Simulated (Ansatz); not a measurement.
All numbers below come from Ansatz, DFT PBE, scalar-relativistic, plane waves, PAW. Settings: cutoff 420 eV, Γ-centred meshes spaced at most about 0.3 Å⁻¹, and about 0.25 Å⁻¹ or finer for metals (2π included), Gaussian smearing. No spin polarisation in the final relaxations.

All energies are static (0 K, no zero-point motion). All come from trial cells, and lower structures may exist.

Question: Order these relaxed structures of Ir₂Rh by energy, lowest first, with the energy over the lowest of them.
A. Space group P-3m1 (No. 164), trigonal, a = 2.741 Å, c = 13.292 Å. Ir on its first site has 12 Ir at 2.72–2.74 Å; Ir on its second site is surrounded by 3 Rh at 2.71 Å and 9 Ir at 2.72–2.74 Å; Rh has 3 Ir at 2.71 Å and 9 Rh at 2.72–2.74 Å.
B. Space group P-3m1 (No. 164), trigonal, a = 2.727 Å, c = 6.681 Å. Ir has 9 Ir at 2.72–2.73 Å and 3 Rh at 2.73 Å; Rh has 6 Rh at 2.73 Å and 6 Ir at 2.73 Å.
C. Space group P6_3/mmc (No. 194), hexagonal, a = 2.740 Å, c = 13.288 Å. Ir has 9 Ir at 2.71–2.74 Å and 3 Rh at 2.73 Å; Rh has 6 Ir at 2.73 Å and 6 Rh at 2.74 Å.

Answer: B (0 meV/atom), C (56 meV/atom), A (68 meV/atom). Forms: B Ir and Rh ordered on fcc sites, P-3m1; C Ir and Rh ordered on hcp sites, P6_3/mmc; A Ir and Rh ordered on hcp sites, P-3m1. Counting all near atoms (those within 1.25 times the shortest distance at each site): B has Ir 12, Rh 12; C has Ir 12, Rh 12; A has Ir 12, Rh 12.

For metals, differences of a few meV/atom aren't resolved. Spin–orbit coupling, which can matter for Ir, is left out. Cells relaxed within their symmetry can be saddle points. Some candidate types were left out of the draw beforehand, so a known form may be missing.
